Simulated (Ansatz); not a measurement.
**Ta2O5: moving O off its site**

Ta2O5, C2, a = 5.924 Å, b = 5.076 Å, c = 5.749 Å, β = 117.4°. The structure is a Materials Project entry; whether it is the stable form wasn't checked. Ansatz: PBEsol, PAW, 420 eV, Γ-centred 8×8×6 mesh on 7 atoms, Gaussian smearing 0.05 eV; no spin polarisation.

```yaml
crystal:
  lattice:
    - [2.96215, -2.53804, 0.01669]
    - [2.96215, 2.53804, 0.01669]
    - [-2.67881, 0.00000, 5.08728]
  atoms:
    - { symbol: Ta, position: [0.23121, 0.15097, 0.29223] }
    - { symbol: Ta, position: [0.84903, 0.76879, 0.70777] }
    - { symbol: O, position: [0.63319, 0.22416, 0.65148] }
    - { symbol: O, position: [0.24127, 0.11195, 0.95631] }
    - { symbol: O, position: [0.27240, 0.72760, 0.50000] }
    - { symbol: O, position: [0.88805, 0.75873, 0.04369] }
    - { symbol: O, position: [0.77584, 0.36681, 0.34852] }
```

Atom 5 (O) moves by x along the unit vector (-0.593, -0.633, -0.497), with its periodic images; all else is held. y is the free energy of the cell over the start, F the force along the path summed over the moved atoms.

```tsv
x (Å)	y (meV)	F (eV/Å)
-0.1000	77.0	1.50
-0.0667	34.8	1.03
-0.0333	?	?
0.0000	0.0	0.00
0.0167	2.3	-0.28
0.0333	9.2	-0.56
0.0500	21.0	-0.85
0.0667	37.8	-1.16
0.0833	59.6	-1.47
0.1000	86.9	-1.80
```

Question: Fit y = c2 x² + c3 x³ + c4 x⁴ to the energies of the other rows, give the force constant, and predict energy and force of the missing row.

Answer: Least squares on the rows shown. y = 8132 x² + 4960 x³ + 6278 x⁴. The force constant is 2 c2 = 16.3 eV/Å² (for all images moving together, not for a lone atom). The force −dy/dx at the missing row is 0.53 eV/Å (computed 0.53). At x = -0.0333 the fit asked for gives 8.8 meV. The run gave 8.8 meV, the same to the digits shown.

Spin–orbit coupling is left out, which can shift energies with elements as heavy as these.